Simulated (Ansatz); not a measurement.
The slice is one period of a {100} plane through atoms; its size isn't given.

These are PBE (plane waves to 420 eV, PAW, scalar-relativistic; Ansatz, a quantum-chemistry and plane-wave program) values and carry that method's errors. These are valence fields of a PAW run, semicore shells included where kept as valence: close to a nucleus they are smooth pseudo fields.

```
|@@@@%%**==--::..          ..::--==**%%@@|
|%%%%**++==--::....      ....::--==++**%%|
|****++==----::..............::----==++**|
|======----::::::::::::::::::::::----====|
|--------::::::::----------::::::::------|
|::::::::::::::--====++====--::::::::::::|
|........::::--==++******++==--::::......|
|    ....::--==++**######**++==--::....  |
|      ..::--==**##%%%%%%##**==--::..    |
|      ..::--++**##%%@@%%##**++--::..    |
|      ..::--==**##%%%%%%##**==--::..    |
|    ....::--==++**######**++==--::....  |
|........::::--==++******++==--::::......|
|::::::::::::::--====++====--::::::::::::|
|--------::::::::----------::::::::------|
|======----::::::::::::::::::::::----====|
|****++==----::..............::----==++**|
|%%%%**++==--::....      ....::--==++**%%|
|@@@@%%**==--::..          ..::--==**%%@@|
|@@@@%%**==--::..          ..::--==**%%@@|
```
Scale: ten equal steps from -1.38 (start of ' ') to 1.24 (end of '@'), in the order ' .:-=+*#%@'. Values: log₁₀ of the valence density in e/Å³. The map has 20 points along u (two characters each, u = 0 at the left) and 20 along v (v = 0 in the bottom row). The scale is logarithmic, as a density can span decades between atoms and voids.

```
|xxxx1155779999662200000022669999775511xx|
|xx11446688999955220000002255999988664411|
|4455667799997733111111111133779999776655|
|7777889999774422223333332222447799998877|
|9999999977443333334444443333334477999999|
|9999997744333344556666665544333344779999|
|7766553322334455555544555555443322335566|
|22222211223355553311xx113355553322112222|
|000000113344665511xxxxxx1155664433110000|
|0000001133446644xxxxxxxxxx44664433110000|
|000000113344665511xxxxxx1155664433110000|
|22222211223355553311xx113355553322112222|
|7766553322334455555544555555443322335566|
|9999997744333344556666665544333344779999|
|9999999977443333334444443333334477999999|
|7777889999774422223333332222447799998877|
|4455667799997733111111111133779999776655|
|xx11446688999955220000002255999988664411|
|xxxx1155779999662200000022669999775511xx|
|xxxxxx447799997722000000227799997744xxxx|
```
Scale: ten equal steps from 0.06 (start of '0') to 0.67 (end of '9'), in the order '0123456789'. Values: electron localisation function (ELF). The map has 20 points along u (two characters each, u = 0 at the left) and 20 along v (v = 0 in the bottom row). Points within 0.5 Å of a nucleus are blanked (x), as the pseudised field means little there.

**Question.** Which relaxed crystal do these maps come from?
A. VN (rock salt)
B. PbTe (rock salt)
C. NbN (rock salt)
D. TiC (rock salt)

**Answer.** B, PbTe (rock salt). Atoms on the slice: Te at (0.00, 0.00); Pb at (0.50, 0.50)

All were relaxed with their symmetry unable to fall. NbN is run without spin polarisation. Spin-orbit coupling is left out. This is a high-temperature form of NbN. TiC is run without spin polarisation. VN is run without spin polarisation.
